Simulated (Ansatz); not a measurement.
Trial structure of Ga₂SnSe₃, not yet relaxed:

```cif
data_structure
_symmetry_space_group_name_H-M 'P4/mmm'
_symmetry_Int_Tables_number 123
_cell_length_a 4.2864
_cell_length_b 4.2864
_cell_length_c 5.0179
_cell_angle_alpha 90.000
_cell_angle_beta 90.000
_cell_angle_gamma 90.000
_cell_volume 92.20
loop_
_atom_site_label
_atom_site_type_symbol
_atom_site_symmetry_multiplicity
_atom_site_Wyckoff_symbol
_atom_site_fract_x
_atom_site_fract_y
_atom_site_fract_z
_atom_site_occupancy
Ga1 Ga 2 g 0.00000 0.00000 0.71842 1
Sn1 Sn 1 a 0.00000 0.00000 0.00000 1
Se1 Se 2 e 0.00000 0.50000 0.50000 1
Se2 Se 1 c 0.50000 0.50000 0.00000 1
```

Method: Ansatz 0.2.0, DFT PBE, scalar-relativistic, plane waves, PAW. Settings: cutoff 420 eV, Γ-centred mesh 4×4×4 on the computed 6-atom cell, Gaussian smearing of 0.10 eV; no spin polarisation.

Energies over the elements count from the elements' standard structures at the same level, with no fitted energy shifts. The references include grey tin.

Question: What does a single point on this coarse mesh give?

Answer: The pressure is 232.4 GPa (the mean over three directions, positive in compression), the largest force is 109.45 eV/Å, and the energy is +11.04 eV/atom against the elements. The shortest distance is 1.41 Å, so close that the PAW spheres overlap strongly and these values are rough.

Question: Is it a good guess?

Answer: A poor one: relaxing gains about 11.1 eV/atom (the start's value is from the coarse mesh, so the gain is rough) in 32 ionic steps and ends at −0.05 eV/atom on the finer mesh. The symmetry stays P4/mmm (No. 123). The volume per atom grows by 85.5 %, from 15.4 to 28.5 Å³. The shortest distance goes from 1.41 Å (Ga–Sn) to 2.79 Å (Ga–Se). The ratio c/a of the conventional cell changes by a factor of 1.90. Conventional cell: a = 4.250 Å, c = 9.469 Å. Around Ga lie 4 Se at 2.79 Å and 1 Sn at 2.93 Å; around Sn lie 2 Ga at 2.93 Å and 4 Se at 3.01 Å; Se on a site of symmetry mmm is surrounded by 4 Ga at 2.79 Å and 4 Se at 3.01 Å; 1 more site not described.

The last run used a 10×10×4 mesh (in the run's order of axes) for its 6-atom cell and Gaussian smearing of 0.10 eV. The reference form of Se is held partly by dispersion forces, which this level lacks. The relaxation can't lower the symmetry of the start, and the grade says only how near the guess is to its own end. A structure relaxed within its symmetry needn't be a true minimum. Another cell of Ga2SnSe3 relaxed alike, in P4mm, lies 289 meV/atom lower, so this cell isn't the stable form at this level.
